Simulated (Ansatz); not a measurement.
B:
```cif
data_B36
_chemical_formula_sum 'B36'
_space_group_name_H-M_alt 'R-3m :H'
_space_group_IT_number 166
_space_group_name_Hall '-R 3 2"'
_cell_length_a 4.89836
_cell_length_b 4.89836
_cell_length_c 12.54572
_cell_angle_alpha 90.000
_cell_angle_beta 90.000
_cell_angle_gamma 120.000
loop_
_atom_site_label
_atom_site_type_symbol
_atom_site_symmetry_multiplicity
_atom_site_Wyckoff_symbol
_atom_site_fract_x
_atom_site_fract_y
_atom_site_fract_z
_atom_site_occupancy
B1 B 18 h 0.23748 0.11874 0.10846 1
B2 B 18 h 0.19680 0.39361 0.02423 1
```
(The calculation used a cell of 12 atoms; values per cell refer to that cell.)

Relaxed with PBE.

Q: Which orbitals make up the states near the band edges in PBE (plane waves, PAW; program Ansatz)?

A: Top 1 eV of the valence band: B 2p 95 %. Bottom 1 eV of the conduction band: B 2p 80 %, B 2s 17 %. Projections are on Löwdin-orthogonalised atomic valence shells; empty p or d shells of many metals are not among them.

Q: Tabulate the density of states.

A: States/eV per cell of 12 atoms, in 0.25 eV bins, energy from the valence-band maximum.

| E (eV) | total | B 2p | B 2s |
|---|---|---|---|
| -7.86 | 2.67 | 2.05 | 0.59 |
| -7.61 | 2.71 | 2.05 | 0.63 |
| -7.36 | 3.00 | 2.27 | 0.71 |
| -7.11 | 2.25 | 1.72 | 0.51 |
| -6.86 | 3.29 | 2.54 | 0.73 |
| -6.61 | 2.94 | 2.30 | 0.62 |
| -6.36 | 2.73 | 2.15 | 0.56 |
| -6.11 | 2.87 | 2.30 | 0.55 |
| -5.86 | 3.05 | 2.50 | 0.53 |
| -5.61 | 3.24 | 2.72 | 0.50 |
| -5.36 | 3.89 | 3.45 | 0.41 |
| -5.11 | 2.82 | 2.51 | 0.29 |
| -4.86 | 1.23 | 1.10 | 0.13 |
| -4.61 | 1.27 | 1.13 | 0.12 |
| -4.36 | 2.23 | 1.97 | 0.25 |
| -4.11 | 3.90 | 3.43 | 0.45 |
| -3.86 | 5.95 | 5.34 | 0.58 |
| -3.61 | 3.49 | 3.16 | 0.31 |
| -3.36 | 4.64 | 4.18 | 0.43 |
| -3.11 | 5.31 | 4.79 | 0.50 |
| -2.86 | 3.19 | 2.89 | 0.29 |
| -2.61 | 5.11 | 4.59 | 0.50 |
| -2.36 | 4.38 | 3.97 | 0.39 |
| -2.11 | 4.58 | 4.20 | 0.37 |
| -1.86 | 6.99 | 6.49 | 0.46 |
| -1.61 | 2.87 | 2.62 | 0.24 |
| -1.36 | 2.25 | 2.05 | 0.19 |
| -1.11 | 1.81 | 1.67 | 0.13 |
| -0.86 | 1.48 | 1.39 | 0.08 |
| -0.61 | 0.59 | 0.56 | 0.02 |
| -0.36 | 0.16 | 0.16 | 0.00 |
| -0.11 | 0.03 | 0.03 | 0.00 |
| 0.14 | 0.00 | 0.00 | 0.00 |
| 0.39 | 0.00 | 0.00 | 0.00 |
| 0.64 | 0.00 | 0.00 | 0.00 |
| 0.89 | 0.00 | 0.00 | 0.00 |
| 1.14 | 0.00 | 0.00 | 0.00 |
| 1.39 | 0.11 | 0.08 | 0.02 |
| 1.64 | 2.57 | 2.03 | 0.47 |
| 1.89 | 2.68 | 2.15 | 0.46 |
| 2.14 | 1.62 | 1.32 | 0.25 |
| 2.39 | 1.20 | 0.98 | 0.18 |
| 2.64 | 1.22 | 0.93 | 0.25 |
| 2.89 | 2.81 | 2.08 | 0.64 |
| 3.14 | 4.25 | 3.11 | 1.01 |
| 3.39 | 2.98 | 2.31 | 0.58 |
| 3.64 | 2.31 | 1.82 | 0.41 |
| 3.89 | 3.28 | 2.47 | 0.68 |
| 4.14 | 2.66 | 1.99 | 0.54 |
| 4.39 | 2.42 | 1.81 | 0.49 |
| 4.64 | 2.33 | 1.72 | 0.49 |
| 4.89 | 3.19 | 2.19 | 0.85 |
| 5.14 | 4.43 | 3.08 | 1.11 |
| 5.39 | 3.15 | 2.26 | 0.69 |
| 5.64 | 3.41 | 2.45 | 0.71 |
| 5.89 | 2.98 | 2.11 | 0.64 |
| 6.14 | 2.03 | 1.45 | 0.43 |

The PBE relaxation kept the symmetry of its start.

Potentials: the earlier of the program's two PAW sets.
